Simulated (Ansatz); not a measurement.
Hf$_{9}$Mo$_{4}$As in space group P6_3/mmc (No. 194; Pearson symbol hP28), plane-wave PAW PBE (Ansatz code), all energies at zero smearing, with the estimated change up to a 700 eV cutoff added, with one set of potentials and settings (totals compare only within such a set). Cell of 28 atoms (18 Hf, 8 Mo, 2 As): -332352.177 eV.

```tsv
element	reference phase	E (eV/atom)
Hf	P6_3/mmc, 2 atoms in the cell	-15721.3637
Mo	Im-3m, 1 atoms in the cell	-4956.0212
As	R-3m, 2 atoms in the cell	-4856.1377
```

Formation energy per atom, worked out: (-332352.177 − 18×(-15721.3637) − 8×(-4956.0212) − 2×(-4856.1377))/28 = -0.257 eV/atom (-25 kJ per mol of atoms), at 0 K, without zero-point energy or fitted corrections.

The first step of the workflow began from a Materials Project structure, measured or hypothetical; the Crystallography Open Database copy checked does not list it. Whether it is the stable phase at ambient conditions was not checked. The PBE relaxation kept the symmetry of its start; its stability against distortions is not shown here. The run is not spin-polarised. The references are the lowest solids computed at this level, not always the standard phases. Scalar-relativistic: spin–orbit coupling is off unless named, which matters more the heavier the elements.

Potentials: the later of the program's two PAW sets.
